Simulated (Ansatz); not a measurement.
Notes on Fe2As

```
Fe As
1.0
     3.67498    0.00000    0.00000
     0.00000    3.67498    0.00000
     0.00000    0.00000    6.05201
Fe As
4 2
Direct
  0.00000 0.00000 0.00000
  0.50000 0.50000 0.00000
  0.00000 0.50000 0.33000
  0.50000 0.00000 0.67000
  0.00000 0.50000 0.73500
  0.50000 0.00000 0.26500
```

Single point in Ansatz 0.2.0 with r2SCAN, no spin polarisation. Cutoff 500 eV, PAW datasets, 9×9×6 Γ-centred k mesh, gaussian filling (width 0.137 eV).

(1) Is the cell too large or too small?

(2) Metal or insulator?

(3) Which element gives electrons and which takes them?

(4) What do density and ELF say about some of the short contacts?

Origin: a database entry at a rescaled volume. Caveats: no spin polarisation, so a magnetic state may lie lower; atoms or cell far from equilibrium.

Results:

(1) The pressure is -22.4 GPa (compression positive), so with the atoms held at these fractions the cell would first shrink. The principal stresses -28.3, -19.4, -19.4 GPa differ, so its shape would change too.

(2) It is a metal, with about 12 states/eV a cell as the mean within 0.25 eV of the Fermi level, mostly Fe d (96 %).

(3) Bader charges in e: Fe +0.23 to +0.40, As -0.63. In the mean Fe gives up most and As takes most.

(4) Fe–As at 2.44 Å: least valence density 0.43 e/Å³ and ELF 0.34 there. Fe–Fe at 2.60 Å: least valence density 0.31 e/Å³ and ELF 0.33 there. These are pseudo-fields; inside the PAW spheres they differ from the all-electron ones.
